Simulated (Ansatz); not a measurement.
## Strain response of ReOs

Theory: Ansatz 0.2.0, DFT r2SCAN, scalar-relativistic, plane waves, PAW. Run with 500 eV cutoff, 18×18×10 k-mesh, Gaussian smearing of 0.10 eV, no spin polarisation.

The relaxed crystal:

```yaml
crystal:
  lattice:
    - [2.75322, 0.00000, 0.00000]
    - [-1.37661, 2.38436, 0.00000]
    - [0.00000, 0.00000, 4.36427]
  atoms:
    - { symbol: Re, position: [0.66667, 0.33333, 0.50000] }
    - { symbol: Os, position: [0.00000, 0.00000, 0.00000] }
```

Deformation: c alone is stretched, the rest of the cell is held and the atoms relax, all within the symmetry that the strain leaves. Energies are extrapolated to zero smearing.

Spin–orbit coupling is left out, which can shift energies with elements as heavy as these.

```csv
strain (%),ΔE (meV/atom),a (Å),b (Å),c (Å)
-3.0,34.8,2.753,2.753,4.233
-2.0,14.8,2.753,2.753,4.277
-1.0,3.5,2.753,2.753,4.321
+0.0,0.0,2.753,2.753,4.364
+1.0,3.6,2.753,2.753,4.408
+2.0,13.9,2.753,2.753,4.452
+3.0,30.6,2.753,2.753,4.495
```

(1) What stiffness (1/V) d²E/dε² at zero strain does a cubic fit over all points give?

Answers

(1) A cubic fit gives (1/V) d²E/dε² = 815 GPa at zero strain (the elastic constant along c at held a and b).